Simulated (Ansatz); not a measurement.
# LaB2, first-principles data

LaB2:
```
LaB2
1.0
   -1.98745     1.98745     3.44838
    1.98745    -1.98745     3.44838
    1.98745     1.98745    -3.44838
La B
1 2
Direct
  0.00000   0.00000   0.00000
  0.38776   0.38776   0.00000
  0.61224   0.61224   0.00000
```

Space group I4/mmm (No. 139), MoSi2 or CaC2 type; conventional cell a = 3.9749 Å, b = 3.9749 Å, c = 6.8968 Å, α = 90.00°, β = 90.00°, γ = 90.00°.

Method: plane-wave PAW PBEsol (Ansatz code). The cell and atoms are relaxed at this level. Other levels are named where they apply.

Cell and energy:

| Item | Result |
|---|---|
| Volume per atom | 18.16 Å³ |
| Density | 4.89 g/cm³ |
| Formation energy from the elements (no fitted shifts) | 0.54 eV/atom |

Electronic structure:

| Quantity | Value |
|---|---|
| Electronic character | metallic (no gap) |
| Density of states at the Fermi level | 0.51 states/eV per atom (mean over ±0.08 eV) |
| Gap with spin–orbit coupling | none (metallic) |

Mechanics:

| Property | Result |
|---|---|
| Bulk modulus (Birch–Murnaghan fit) | 67.5 GPa |
| Pressure derivative B′ | 3.4 |

Phonons:

| Quantity | Result |
|---|---|
| Highest zone-centre frequency | 32.08 THz |
| Zone-centre stability | no imaginary mode at Γ |

The start of the workflow was typed in or built on a structure type; neither database checked (COD, Materials Project) lists it. Its standing as an ambient phase is unchecked. The cell was relaxed with PBEsol under the symmetry of its start. Its formation energy is positive at this level, so the cell may be metastable or incomplete. As this level gives no gap, phonon frequencies hold no LO–TO term and depend on the k-mesh and smearing (Fermi–Dirac, 0.1 eV here). The references are the lowest solids computed at this level, not always the standard phases. Scalar-relativistic: spin–orbit coupling is off unless named, which matters more the heavier the elements.

Potentials: the earlier of the program's two PAW sets. The files were generated under PBE; for other functionals the program regenerates the frozen cores, and for LDA and PBEsol the local potential too.
